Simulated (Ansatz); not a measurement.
As:
```
CELL_PARAMETERS angstrom
      0.00000     3.02725     3.02725
      3.02725     0.00000     3.02725
      3.02725     3.02725     0.00000
ATOMIC_POSITIONS crystal
  As 0.00000 0.00000 0.00000
  As 0.25000 0.25000 0.25000
```

Relaxed with r²SCAN. Special points in fractions of this cell's reciprocal vectors: Γ (0.000, 0.000, 0.000); X (0.500, 0.000, 0.500); U (0.625, 0.250, 0.625); K (0.375, 0.375, 0.750); L (0.500, 0.500, 0.500); W (0.500, 0.250, 0.750).

Problem. List the band energies nearest the Fermi level at these points for the program Ansatz at the r²SCAN level (PAW).

Solution. In eV from the Fermi level; about four levels below and three above (degenerate sets whole), none deeper than 8.9 eV; points with the same levels are listed once.

```json
[
 {"k": "Γ", "below": "-5.97 -2.34 -2.34 -2.34", "above": "0.61 0.61 0.61"},
 {"k": "X", "below": "-4.47 -4.47 -0.63 -0.63", "above": "5.39 5.39 8.06 8.06"},
 {"k": "U", "below": "-5.18 -4.16 -0.56", "above": "1.58 4.02 4.24"},
 {"k": "L", "below": "-3.35 -3.35 -2.74", "above": "1.95 1.95 5.20"},
 {"k": "W", "below": "-4.89 -4.89", "above": "1.16 1.16 3.24 3.24"}
]
```

Space group Fd-3m (diamond). The start of the workflow was typed in or built on a structure type; neither database checked (COD, Materials Project) lists it. It is not the phase usual at ambient conditions (space group No. 166). The r²SCAN relaxation kept the symmetry of its start. At this level the phase is mechanically unstable. Spin–orbit coupling is left out wherever it is not named.

Potentials: the earlier of the program's two PAW sets.
